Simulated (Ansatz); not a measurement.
Calculated with Ansatz: CsCaF4, relaxation

The command:

```bash
ansatz run input.yaml --threads 2 --pin off --max-ram 3584MiB --backend cpu --events-out ev --progress --plain --runs-dir out
```

input.yaml:

```yaml
crystal:
  lattice:
    - [3.856417, 0.0, 0.0]
    - [0.0, 3.856417, 0.0]
    - [0.0, 0.0, 6.647065]
  atoms:
    - { symbol: Cs, position: [0.5, 0.5, 0.5] }
    - { symbol: Ca, position: [0.0, 0.0, 0.0] }
    - { symbol: F, position: [0.5, 0.0, 0.0] }
    - { symbol: F, position: [0.0, 0.5, 0.0] }
    - { symbol: F, position: [0.0, 0.0, 0.277] }
    - { symbol: F, position: [0.0, 0.0, 0.723] }
  symmetry: { tolerance: 0.0003 }
kpoints:
  mp_grid: { grid: [8, 8, 5], shift: [0, 0, 0] }
magnetization:
  spin_polarized: false
scf:
  occupations: { method: fermi_dirac, width: 0.1322 }
  lower_state_search: "off"
hamiltonian:
  pseudopotentials: { kind: paw }
  xc: pbe
basis:
  ecutwfc: 420
  fft_grid_basis: typed
relax:
  max_steps: 80
  cell: { p_target: 0.0 }
output:
  forces: true
  stress: true
  eigenvalues: true
  bader: true
  populations: true
  elf: true
  write_potential: true
  volumetric_format: npy
  dos:
    e_range: [-12, 8]
    de: 0.05
    projected: { site_lists: { Ca: [Ca], Cs: [Cs], F: [F] } }
  write_density: true
checkpoint:
  read: saved_state
```

Origin of the cell: a known structure type with other elements, at an estimated volume, so it need not be a known compound.

The saved state is a converged single point of the same cell.

Steps («new basis» is an SCF on plane waves selected anew at the same cell):

```tsv
step	ΔF (meV/atom)	max force component (eV/Å)	P (GPa)	volume (Å³)	SCF iterations	step was
1	0.0	6.014	29.73	98.85	9	accepted
2	-404.4	2.904	14.12	109.86	7	accepted
3	-568.4	1.118	2.95	121.18	6	accepted
4	-592.8	0.427	0.46	121.91	8	accepted
5	-596.6	0.076	0.20	122.44	7	accepted
6	-597.3	0.007	0.05	121.94	7	accepted
7	-597.3	0.000	-0.02	122.14	6	accepted
8	-651.5	0.019	3.72	122.14	10	new basis
9	-666.4	0.002	1.59	128.41	7	accepted
10	-667.8	0.021	0.20	133.40	6	accepted
11	-667.2	0.007	0.01	134.29	6	accepted
12	-676.4	0.005	0.23	134.29	8	new basis
13	-676.1	0.002	0.02	135.30	5	accepted
14	-676.5	0.002	0.03	135.30	7	new basis
```

Step 1, with forces in eV/Å:

```xyz
6
Lattice="3.856 0.000 0.000 0.000 3.856 0.000 0.000 0.000 6.647" Properties=species:S:1:pos:R:3:forces:R:3 pbc="T T T" step=1
Cs    1.928    1.928    3.324    0.000    0.000    0.000
Ca    0.000    0.000    0.000    0.000    0.000    0.000
F     1.928    0.000    0.000    0.000    0.000    0.000
F     0.000    1.928    0.000    0.000    0.000    0.000
F     0.000    0.000    1.841    0.000    0.000    6.014
F     0.000    0.000    4.806    0.000    0.000   -6.014
```

Step 2, with forces in eV/Å:

```xyz
6
Lattice="4.044 0.000 0.000 0.000 4.044 0.000 0.000 0.000 6.716" Properties=species:S:1:pos:R:3:forces:R:3 pbc="T T T" step=2
Cs    2.022    2.022    3.358    0.000    0.000    0.000
Ca    0.000    0.000    0.000    0.000    0.000    0.000
F     2.022    0.000    0.000    0.000    0.000    0.000
F     0.000    2.022    0.000    0.000    0.000    0.000
F     0.000    0.000    1.982    0.000    0.000    2.904
F     0.000    0.000    4.734    0.000    0.000   -2.904
```

Step 3, with forces in eV/Å:

```xyz
6
Lattice="4.232 0.000 0.000 0.000 4.232 0.000 0.000 0.000 6.765" Properties=species:S:1:pos:R:3:forces:R:3 pbc="T T T" step=3
Cs    2.116    2.116    3.382    0.000    0.000    0.000
Ca    0.000    0.000    0.000    0.000    0.000    0.000
F     2.116    0.000    0.000    0.000    0.000    0.000
F     0.000    2.116    0.000    0.000    0.000    0.000
F     0.000    0.000    2.113    0.000    0.000    1.118
F     0.000    0.000    4.652    0.000    0.000   -1.118
```

Step 4, with forces in eV/Å:

```xyz
6
Lattice="4.284 0.000 0.000 0.000 4.284 0.000 0.000 0.000 6.642" Properties=species:S:1:pos:R:3:forces:R:3 pbc="T T T" step=4
Cs    2.142    2.142    3.321    0.000    0.000    0.000
Ca    0.000    0.000    0.000    0.000    0.000    0.000
F     2.142    0.000    0.000    0.000    0.000    0.000
F     0.000    2.142    0.000    0.000    0.000    0.000
F     0.000    0.000    2.182    0.000    0.000    0.427
F     0.000    0.000    4.460    0.000    0.000   -0.427
```

Step 5, with forces in eV/Å:

```xyz
6
Lattice="4.264 0.000 0.000 0.000 4.264 0.000 0.000 0.000 6.733" Properties=species:S:1:pos:R:3:forces:R:3 pbc="T T T" step=5
Cs    2.132    2.132    3.366    0.000    0.000    0.000
Ca    0.000    0.000    0.000    0.000    0.000    0.000
F     2.132    0.000    0.000    0.000    0.000    0.000
F     0.000    2.132    0.000    0.000    0.000    0.000
F     0.000    0.000    2.250    0.000    0.000    0.076
F     0.000    0.000    4.483    0.000    0.000   -0.076
```

Step 8, with forces in eV/Å:

```xyz
6
Lattice="4.276 0.000 0.000 0.000 4.276 0.000 0.000 0.000 6.681" Properties=species:S:1:pos:R:3:forces:R:3 pbc="T T T" step=8
Cs    2.138    2.138    3.340    0.000    0.000    0.000
Ca    0.000    0.000    0.000    0.000    0.000    0.000
F     2.138    0.000    0.000    0.000    0.000    0.000
F     0.000    2.138    0.000    0.000    0.000    0.000
F     0.000    0.000    2.252    0.000    0.000    0.019
F     0.000    0.000    4.428    0.000    0.000   -0.019
```

Step 9, with forces in eV/Å:

```xyz
6
Lattice="4.356 0.000 0.000 0.000 4.356 0.000 0.000 0.000 6.766" Properties=species:S:1:pos:R:3:forces:R:3 pbc="T T T" step=9
Cs    2.178    2.178    3.383    0.000    0.000    0.000
Ca    0.000    0.000    0.000    0.000    0.000    0.000
F     2.178    0.000    0.000    0.000    0.000    0.000
F     0.000    2.178    0.000    0.000    0.000    0.000
F     0.000    0.000    2.263    0.000    0.000    0.002
F     0.000    0.000    4.504    0.000    0.000   -0.002
```

Step 10, with forces in eV/Å:

```xyz
6
Lattice="4.424 0.000 0.000 0.000 4.424 0.000 0.000 0.000 6.815" Properties=species:S:1:pos:R:3:forces:R:3 pbc="T T T" step=10
Cs    2.212    2.212    3.408    0.000    0.000    0.000
Ca    0.000    0.000    0.000    0.000    0.000    0.000
F     2.212    0.000    0.000    0.000    0.000    0.000
F     0.000    2.212    0.000    0.000    0.000    0.000
F     0.000    0.000    2.266    0.000    0.000   -0.021
F     0.000    0.000    4.549    0.000    0.000    0.021
```

Step 12, with forces in eV/Å:

```xyz
6
Lattice="4.436 0.000 0.000 0.000 4.436 0.000 0.000 0.000 6.823" Properties=species:S:1:pos:R:3:forces:R:3 pbc="T T T" step=12
Cs    2.218    2.218    3.412    0.000    0.000    0.000
Ca    0.000    0.000    0.000    0.000    0.000    0.000
F     2.218    0.000    0.000    0.000    0.000    0.000
F     0.000    2.218    0.000    0.000    0.000    0.000
F     0.000    0.000    2.262    0.000    0.000   -0.005
F     0.000    0.000    4.561    0.000    0.000    0.005
```

Step 14, with forces in eV/Å:

```xyz
6
Lattice="4.451 0.000 0.000 0.000 4.451 0.000 0.000 0.000 6.831" Properties=species:S:1:pos:R:3:forces:R:3 pbc="T T T" step=14
Cs    2.225    2.225    3.415    0.000    0.000    0.000
Ca    0.000    0.000    0.000    0.000    0.000    0.000
F     2.225    0.000    0.000    0.000    0.000    0.000
F     0.000    2.225    0.000    0.000    0.000    0.000
F     0.000    0.000    2.260    0.000    0.000   -0.002
F     0.000    0.000    4.570    0.000    0.000    0.002
```

| Item | Value |
| --- | --- |
| Free energy lowered by | 676.5 meV/atom |
| Volume change | 36.87 % |
| Final pressure | 0.03 GPa |
| Relaxation steps listed | 14 |

Caveats: no dispersion correction, so spacings can come out too large where layers or molecules are weakly bound; no moments, though an odd count or open d shells may carry them; the given cell is far from equilibrium, with atoms too close or a volume far off; the relaxation held the start's symmetry, so the end may be a saddle point.

The run took 98 s on 2 threads of Arm Neoverse V1, on a shared host, peak memory 0.47 GiB, from a saved density.
